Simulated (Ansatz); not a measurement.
# Si₂Ni: an elastic constant from a strain scan

The calculation used DFT PBEsol, scalar-relativistic, plane waves, PAW in Ansatz 0.2.0. The runs took a 420 eV cutoff, a Γ-centred 16×16×16 mesh and Gaussian smearing (0.15 eV). No spin polarisation. A magnetic state may lie lower. Energies are free energies at this smearing, counted from the undisturbed cell; pressure is positive in compression.

Reference structure (relaxed at this level; with this scan's settings it stands at -0.1 GPa):

```
Si Ni
1.0
     0.00000    2.69570    2.69570
     2.69570    0.00000    2.69570
     2.69570    2.69570    0.00000
Si Ni
2 1
Direct
  0.25000 0.25000 0.25000
  0.75000 0.75000 0.75000
  0.00000 0.00000 0.00000
```

The cell is strained by ε times the Voigt pattern (0, 0, 0, 1, 0, 0) (xx, yy, zz, yz, xz, xy; engineering shear) with fractional coordinates fixed. The cell holds 3 atoms in V0 = 39.18 Å³. The stress column is τ = (1/V0) dE/dε, got from the stress tensor σ (compression positive) at each point as −det(1 + εP) σ : P(1 + εP)⁻¹, with P the pattern as a tensor.

| ε | ΔE (meV/atom) | τ (GPa) |
| --- | --- | --- |
| -0.1312 | 82.695 | -15.357 |
| -0.1125 | 60.936 | -13.202 |
| -0.0937 | 42.354 | -11.043 |
| -0.0750 | 27.192 | -8.846 |
| -0.0562 | 15.330 | -6.640 |
| -0.0375 | 6.867 | -4.464 |
| -0.0187 | 1.717 | -2.248 |
| 0.0000 | 0.000 | 0.000 |
| 0.0187 | 1.717 | 2.248 |
| 0.0375 | 6.867 | 4.464 |
| 0.0562 | 15.330 | 6.640 |
| 0.0750 | 27.192 | 8.846 |
| 0.0937 | 42.354 | 11.043 |
| 0.1125 | 60.936 | 13.202 |
| 0.1312 | 82.695 | 15.357 |
| 0.1500 | ? | ? |

Problem. Which combination of elastic constants does this scan measure, and how large is it?

Solution. For small ε, τ = τ0 + Kε with K = pᵀCp, which for this pattern is C44 in the cubic axes. The parabola through τ at ε = -0.0187, 0 and 0.0187 has slope K = 120 GPa at zero. The energies per cell, E = NΔE, of the same two points give K = 2[E(ε₊)/ε₊ − E(ε₋)/ε₋]/[(ε₊ − ε₋)V0] = 120 GPa, in agreement. These are clamped-ion values.

Problem. Predict the withheld row at ε = 0.1500 from the harmonic law, and compare.

Solution. ΔE = V0(τ0 ε + Kε²/2)/N = 110.251 meV/atom and τ = 18.03 GPa. The calculation gives 107.922 meV/atom and 17.57 GPa, a miss of 2.1 % of the harmonic energy, so the harmonic law still holds here.

Forces appear on the atoms along this scan, and letting them relax would lower the energy and soften the response. In a metal these slopes depend on the k mesh and the smearing.

Cost: 9 runs of about 3.2 core-minutes in all, on Intel Xeon Platinum 8259CL (Skylake/Cascade Lake) (shared hosts).